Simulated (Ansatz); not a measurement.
An element in the bcc structure gives these cold pressures by all-electron LAPW under PBEsol (Ansatz 0.2.0, scalar-relativistic, no spin polarisation).

```tsv
V (Å³/atom)	P (GPa)
6.06	-0.09
5.33	39.6
4.73	95.9
4.12	190.5
3.52	356.1
3.03	585.4
2.61	920.2
```

Question: Which element is it?

Answer: B. Its zero-pressure volume in this structure is near 6.1 Å³/atom; the volume and the steepness of P(V) together point to it, though neighbours can come close. This is the case that was computed; others weren't tested.
